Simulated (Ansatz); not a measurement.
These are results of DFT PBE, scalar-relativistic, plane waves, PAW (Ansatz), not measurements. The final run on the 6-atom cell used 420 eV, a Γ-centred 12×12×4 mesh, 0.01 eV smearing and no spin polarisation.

Formation energies are uncorrected and refer to the elements' standard structures at the same level.

Task: Find a candidate trigonal narrow-gap semiconductor made of Cd, Se and Te, with a gap near 0.2 eV, a formation energy near −0.51 eV/atom and about 34 Å³ per atom, in a cell of 6 atoms.

Result: Cd₃Te₂Se, space group P3m1 (No. 156). Cd on its first site is surrounded by 4 Te at 2.84–2.85 Å; around Cd on its second site lie 3 Se at 2.76 Å and 1 Te at 2.87 Å; Te on its first site is surrounded by 4 Cd at 2.84–2.87 Å; Se has 4 Cd at 2.68–2.76 Å; 2 more sites not described.

```cif
data_structure
_symmetry_space_group_name_H-M 'P3m1'
_symmetry_Int_Tables_number 156
_cell_length_a 4.5828
_cell_length_b 4.5828
_cell_length_c 11.2191
_cell_angle_alpha 90.000
_cell_angle_beta 90.000
_cell_angle_gamma 120.000
_cell_volume 204.06
loop_
_atom_site_label
_atom_site_type_symbol
_atom_site_symmetry_multiplicity
_atom_site_Wyckoff_symbol
_atom_site_fract_x
_atom_site_fract_y
_atom_site_fract_z
_atom_site_occupancy
Cd1 Cd 1 b 0.33333 0.66667 0.00054 1
Cd2 Cd 1 c 0.66667 0.33333 0.65385 1
Cd3 Cd 1 a 0.00000 0.00000 0.34614 1
Te1 Te 1 c 0.66667 0.33333 0.90930 1
Te2 Te 1 b 0.33333 0.66667 0.25489 1
Se1 Se 1 a 0.00000 0.00000 0.58527 1
```

| Quantity | Value |
| --- | --- |
| Volume per atom | 34.01 Å³ |
| Density | 5.46 g/cm³ |
| Energy over the elements | −0.506 eV/atom |
| Gap on the 12×12×4 mesh of the 6-atom cell | 0.25 eV |

It was reached by relaxing an invented guess, and it needn't be the stable form of this composition. Other answers may fit too; this one was computed.

These runs have no spin–orbit coupling, which can matter for Te. Kohn–Sham gaps at this level usually fall short of measured ones. The missing spin–orbit coupling can work the other way here. The reference forms of Se and Te are held partly by dispersion forces, which this level lacks. Small gaps are read on the mesh alone, and bands can cross between its points. Symmetry constrained the relaxation, so the result can be a saddle point.
